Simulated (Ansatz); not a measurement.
H4NF:
```
H4NF
1.0
    4.42011     0.00000     0.00000
   -2.21006     3.82793     0.00000
    0.00000     0.00000     7.13424
H N F
8 2 2
Direct
  0.53848   0.07697   0.92309
  0.46152   0.53848   0.42309
  0.92303   0.46152   0.92309
  0.46152   0.92303   0.42309
  0.53848   0.46152   0.92309
  0.07697   0.53848   0.42309
  0.33333   0.66667   0.22902
  0.66667   0.33333   0.72902
  0.33333   0.66667   0.37483
  0.66667   0.33333   0.87483
  0.33333   0.66667   0.99706
  0.66667   0.33333   0.49706
```

Tensor components refer to the Cartesian frame of this cell.

Question: Give the proper piezoelectric stress tensor with relaxed ions from plane-wave PAW r²SCAN+D4 (Ansatz code).

Answer: In C/m², rows x, y, z, Voigt columns; mesh uncertainty up to 0.00.
```
 0.00   0.00   0.00   0.00   0.05   0.00
 0.00   0.00   0.00   0.05   0.00   0.00
 0.04   0.04  -0.11   0.00   0.00   0.00
```

The elastic tensor of the same run (GPa):

|  | 1 | 2 | 3 | 4 | 5 | 6 |
|---|---|---|---|---|---|---|
| 1 | 38.5 | 29.2 | 26.6 | 0.0 | 0.0 | 0.0 |
| 2 | 29.2 | 38.5 | 26.6 | 0.0 | 0.0 | 0.0 |
| 3 | 26.6 | 26.6 | 37.9 | 0.0 | 0.0 | 0.0 |
| 4 | 0.0 | 0.0 | 0.0 | 4.2 | 0.0 | 0.0 |
| 5 | 0.0 | 0.0 | 0.0 | 0.0 | 4.2 | 0.0 |
| 6 | 0.0 | 0.0 | 0.0 | 0.0 | 0.0 | 4.6 |

Question: Convert to strain constants d = e·S.

Answer: In pC/N:
```
 0.0   0.0   0.0   0.0  11.9   0.0
 0.0   0.0   0.0  11.9   0.0   0.0
 3.9   3.9  -8.5   0.0   0.0   0.0
```

Space group P6_3mc. The workflow started from a Materials Project entry (that database holds measured and hypothetical structures alike); the Crystallography Open Database files this formula in space group No. 186, but the cells were not matched. Its standing as an ambient phase is unchecked. The r²SCAN+D4 relaxation kept the symmetry of its start; phonons on a q-mesh show no instability.

Potentials: the later of the program's two PAW sets.
